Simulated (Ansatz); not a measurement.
An Ansatz input:

```yaml
crystal:
  lattice:
    - [-2.1263823034, 2.1263823034, 2.1263823034]
    - [2.1263823034, -2.1263823034, 2.1263823034]
    - [2.1263823034, 2.1263823034, -2.1263823034]
  atoms:
    - { symbol: La, position: [0.0, 0.0, 0.0] }
hamiltonian:
  xc: r2scan
  pseudopotentials:
    kind: paw
    azcp:
      La: "pseudopotentials/La.paw.azcp"
basis:
  ecutwfc: 500
  fft_grid_basis: typed
kpoints:
  mp_grid: { grid: [17, 17, 17], shift: [0, 0, 0] }
magnetization:
  spin_polarized: false
scf:
  occupations: { method: fermi_dirac, width: 0.1 }
```

and its output:

```
Engine: ansatz 0.2.0, x86_64-unknown-linux-gnu
Pseudopotentials: kind: paw
Pseudopotential: La, paw, valence charge 11, recommended cutoff 500 eV (meta_gga) 
Functional definition: r2SCAN
  parameter k0 = 0.174
  parameter k1 = 0.065
  parameter a1 = 4.9479
  exchange = r2scan_x(k0 = k0, k1 = k1, a1 = a1)
  correlation = r2scan_c
Crystal: 1 atoms, lattice volume = 38.458 Å³
Basis set: ecut = 500 eV, 959 PW (Γ), exchange–correlation on 108×108×108 points (64 copies of the dense FFT grid, shifted against one another)
Bands: 10, of which v1, the nominal top of the filled ones, is band 6 counted from 1 (5 counted from 0)
Symmetry: 48 space group operations
Space group: Im-3m (ITA 229), of the structure as read, at distance tolerance 3.4e-5 Å
k-points: 165 of 4913
Non-local potential: La, projectors of the file, l = 0: 3, l = 1: 2, l = 2: 2, l = 3: 3
PAW form: soft (Blöchl's): semilocal exchange-correlation on the pseudo side does not see the compensation charge
PAW frozen core: La, regenerated for the run's functional (the file was generated under x = pbe(κ = 0.804, μ = 0.2195149727645171), c = pbe(β = 0.06672455060314922))
PAW one-centre angular grid: La, 974 points (default); XC on 160 Gauss nodes
Initial density: superposition of atomic densities (neutral atoms: chi_scale 0, normalization atom), corrected by the library's trained network
Initial wavefunctions: pseudopotential atomic-orbital guess
Functional: x = r2scan, c = r2scan; τ floored in thin density (d = 2e-4 eV/Å³)
SCF iter   1: F=—  HF=-6264.551829 eV  |F-HF|=—  |Δ(HF+E_count)|=         —  Δρ=8.84e-3  dr2=3.18e-2  dr2_τ=2.18e-3  ethr=1.77e-3  ⟨swp⟩=3.9  Hψ=8167  notcnv=0
SCF iter   2: F=—  HF=-6264.602755 eV  |F-HF|=—  |Δ(HF+E_count)|=   5.09e-2  Δρ=4.57e-3  dr2=8.50e-3  dr2_τ=4.19e-4  ethr=2.89e-4  ⟨swp⟩=2.1  Hψ=4328  notcnv=0
SCF iter   3: F=—  HF=-6264.601808 eV  |F-HF|=—  |Δ(HF+E_count)|=   9.48e-4  Δρ=1.02e-3  dr2=4.95e-4  dr2_τ=1.47e-5  ethr=7.73e-5  ⟨swp⟩=2.7  Hψ=3241  notcnv=0
SCF iter   4: F=—  HF=-6264.602234 eV  |F-HF|=—  |Δ(HF+E_count)|=   4.26e-4  Δρ=4.48e-4  dr2=8.47e-5  dr2_τ=6.70e-7  ethr=4.50e-6  ⟨swp⟩=2.6  Hψ=2784  notcnv=0
SCF iter   5: F=—  HF=-6264.602281 eV  |F-HF|=—  |Δ(HF+E_count)|=   4.77e-5  Δρ=1.71e-4  dr2=1.14e-5  dr2_τ=1.00e-7  ethr=7.70e-7  ⟨swp⟩=2.4  Hψ=2298  notcnv=0
SCF iter   6: F=—  HF=-6264.602292 eV  |F-HF|=—  |Δ(HF+E_count)|=   1.02e-5  Δρ=5.02e-5  dr2=9.27e-7  dr2_τ=9.90e-9  ethr=1.04e-7  ⟨swp⟩=2.5  Hψ=2310  notcnv=0
SCF iter   7: F=-6264.602293 eV  HF=-6264.602293 eV  |F-HF|=1.82e-8  |Δ(HF+E_count)|=   9.37e-7  Δρ=7.71e-6  dr2=2.30e-8  dr2_τ=2.91e-10  ethr=9.09e-10  ⟨swp⟩=1.1  Hψ=4871  notcnv=0
SCF 1 converged in 7 iterations: F = -6264.602293 eV  dr2 = 2.30e-8
SCF converged after 7 iterations
Free energy (F): -6264.602293 eV
Harris-Foulkes:  -6264.602293 eV  (|F-HF|=1.82e-8)
Internal energy: -6264.521250 eV  (E = F + TS)
E sigma→0 (E₀):  -6264.561771 eV
Entropy (-TS):   -0.081043 eV (-81.043 meV/atom)
Fermi energy:    10.733106 eV
--- Per-component energies (eV) ---
  E_band       = -56.421858
  E_kinetic    = 192.190925
  E_local      = -343.342379  (includes V_loc(G=0)·N_el)
  E_nonlocal   = 92.910175
  E_hartree    = 107.591375
  E_xc         = -131.585656
  E_vxc        = -159.855108  (∫ρ·V_xc dr)
  E_paw        = -5436.857467  (= ΣΔE_a)
  E_vpaw       = -61.840732  (= ΣTr[D̂ρ^β])
  E_aug_tail   = 0.000000  (compensation charges beyond the density's cutoff)
  E_vtau       = 8.333597  (kinetic-family band-sum trace: ∫τ·v_τ [+ j·A + Jᵃ·Aᵃ] dr)
  E_ewald      = -745.496734
  E_core_change = 0.068512  (= ΣΔE_core)
  E_smearing   = -0.081043  (= −TS)
  E_closure    = 0.000000  (closes the sum)
  Σ components = -6264.602293   (vs F -6264.602293, Δ=0.00e0)
```

Command:

```sh
ansatz run input.yaml --threads 1 --pin off --max-ram 3584MiB --backend cpu --events-out ev --progress --plain --runs-dir out
```

On 1 thread of Intel(R) Xeon(R) Platinum 8259CL CPU @ 2.50GHz (Skylake/Cascade Lake) (shared host) this took about 9 s of wall time and 8.9 s of CPU time.
